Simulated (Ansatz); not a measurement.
K₂Sn₂O₃:
```
CELL_PARAMETERS angstrom
      3.00586     1.73544     4.75377
     -3.00586     1.73544     4.75377
      0.00000    -3.47087     4.75377
ATOMIC_POSITIONS crystal
  K  0.50000 0.50000 0.50000
  K  0.00000 0.00000 0.00000
  Sn 0.24162 0.24162 0.24162
  Sn 0.75838 0.75838 0.75838
  O  0.00000 0.50000 0.00000
  O  0.00000 0.00000 0.50000
  O  0.50000 0.00000 0.00000
```

Relaxed with r²SCAN.

### Question
Map the electron localisation function on the plane through (0.500, 0.500, 0.500) spanned by u = [1, 0, 0] and v = [-1, 1, 1] in lattice vectors, from DFT-r²SCAN in the program Ansatz with PAW potentials.

### Answer
x is the fraction of u, y of v (the angle between them is 92°; rows are the nearest grid lines); atoms in the plane: K at (0.00, 0.00), K at (0.00, 0.50), Sn at (0.48, 0.74), Sn at (0.52, 0.26), O at (0.50, 0.50).
```
y \ x   0.000  0.103  0.172  0.276  0.379  0.448  0.552  0.621  0.724  0.828  0.897   1.00
------  -----  -----  -----  -----  -----  -----  -----  -----  -----  -----  -----  -----
1.00    0.504  0.877  0.722  0.015  0.073  0.090  0.090  0.073  0.015  0.722  0.877  0.504
0.925   0.878  0.817  0.283  0.017  0.237  0.526  0.774  0.819  0.094  0.338  0.833  0.878
0.850   0.256  0.031  0.018  0.082  0.272  0.375  0.448  0.642  0.842  0.032  0.070  0.256
0.775   0.009  0.026  0.043  0.101  0.147  0.005  0.033  0.340  0.826  0.454  0.027  0.009
0.700   0.010  0.019  0.040  0.098  0.150  0.012  0.063  0.324  0.652  0.133  0.012  0.010
0.625   0.677  0.244  0.022  0.051  0.146  0.198  0.214  0.195  0.104  0.024  0.341  0.677
0.550   0.827  0.873  0.500  0.074  0.764  0.794  0.778  0.764  0.098  0.484  0.869  0.827
0.450   0.827  0.869  0.484  0.098  0.764  0.778  0.794  0.764  0.074  0.500  0.873  0.827
0.375   0.677  0.341  0.024  0.104  0.195  0.214  0.198  0.146  0.051  0.022  0.244  0.677
0.300   0.010  0.012  0.133  0.652  0.324  0.063  0.012  0.150  0.098  0.040  0.019  0.010
0.225   0.009  0.027  0.454  0.826  0.340  0.033  0.005  0.147  0.101  0.043  0.026  0.009
0.150   0.256  0.070  0.032  0.842  0.642  0.448  0.375  0.272  0.082  0.018  0.031  0.256
0.0750  0.878  0.833  0.338  0.094  0.819  0.774  0.526  0.237  0.017  0.283  0.817  0.878
0.000   0.504  0.877  0.722  0.015  0.073  0.090  0.090  0.073  0.015  0.722  0.877  0.504
```

The density is the valence pseudo-density with augmentation charge, so density and ELF within about 1 Å of a nucleus are not all-electron values.

Space group R-3m. The first step of the workflow began from a Materials Project structure, measured or hypothetical; the Crystallography Open Database files this formula in space group No. 166, but the cells were not matched. Whether it is the stable phase at ambient conditions was not checked. The r²SCAN relaxation kept the symmetry of its start; its stability against distortions is not shown here. Spin–orbit coupling is left out wherever it is not named.

Potentials: the earlier of the program's two PAW sets. The files were generated under PBE; for other functionals the program regenerates the frozen cores, and for LDA and PBEsol the local potential too.
